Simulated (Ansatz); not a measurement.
HfO2:
```xyz
6
Lattice="4.7896 0.0000 0.0000 0.0000 4.7896 0.0000 0.0000 0.0000 3.1861" Properties=species:S:1:pos:R:3 pbc="T T T"
Hf     0.0000     0.0000     0.0000
Hf     2.3948     2.3948     1.5930
O      0.9345     3.8551     1.5930
O      3.8551     0.9345     1.5930
O      3.3293     3.3293     0.0000
O      1.4603     1.4603     0.0000
```

Relaxed with LDA. Special points in fractions of this cell's reciprocal vectors: Γ (0.000, 0.000, 0.000); X (0.000, 0.500, 0.000); M (0.500, 0.500, 0.000); Z (0.000, 0.000, 0.500); R (0.000, 0.500, 0.500); A (0.500, 0.500, 0.500).

Question: List the band energies nearest the valence-band maximum at these points for LDA in the plane-wave PAW code Ansatz.

Answer: In eV from the valence-band maximum; about four levels below and three above (degenerate sets whole), none deeper than 8.9 eV; points with the same levels are listed once.

```
k                    below                above
-  -----------------------  -------------------
Γ   -0.63 -0.38 -0.38 0.00       3.88 4.06 5.21
X  -1.40 -1.40 -0.66 -0.66  4.60 4.60 6.25 6.25
M  -1.04 -1.04 -0.72 -0.72  4.16 4.16 5.66 5.66
Z  -2.03 -2.03 -0.95 -0.95  5.62 5.62 6.11 6.11
R  -1.71 -1.71 -0.88 -0.88  4.11 4.11 6.37 6.37
A  -1.11 -1.11 -0.46 -0.46  5.10 5.10 5.87 5.87
```

Space group P4_2/mnm (rutile). The first step of the workflow began from a Materials Project structure, measured or hypothetical; the Crystallography Open Database copy checked does not list it. It is not the phase usual at ambient conditions (space group No. 14, 29). Symmetry was held in the LDA relaxation; of distortions, only those at the zone centre were tested. No spin polarisation was allowed. Spin–orbit coupling is left out wherever it is not named.

Potentials: the earlier of the program's two PAW sets.
